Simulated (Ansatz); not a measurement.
NbHO3:
```
NbHO3
1.0
    3.81653     0.00000     0.00000
    0.00000     4.10136     0.00000
    0.00000     0.00000     4.06639
Nb O H
1 3 1
Cartesian
  1.90827   2.05068   1.77038
  1.90827   0.00000   2.19494
  0.00000   2.05068   2.04973
  1.90827   2.05068   4.06152
  1.90827   0.00000   3.16580
```

Plane-wave PAW r²SCAN (Ansatz code) gives a gap of 2.14 eV without spin–orbit coupling, maximum at R, minimum at Γ.

What happens when spin–orbit coupling is switched on?

The gap is nearly the same, to 2.14 eV; maximum on the U–R line, 94 % of the way from U, minimum at Γ.

Space group Pmm2. The start of the workflow was typed in or built on a structure type; neither database checked (COD, Materials Project) lists it. Whether it is the stable phase at ambient conditions was not checked. Symmetry was held in the r²SCAN relaxation; its stability against distortions is not shown here. The workflow began spin-polarised and lost its moments. The cell computed holds one magnetic atom, so no antiferromagnetic order was within reach.

Potentials: the earlier of the program's two PAW sets.
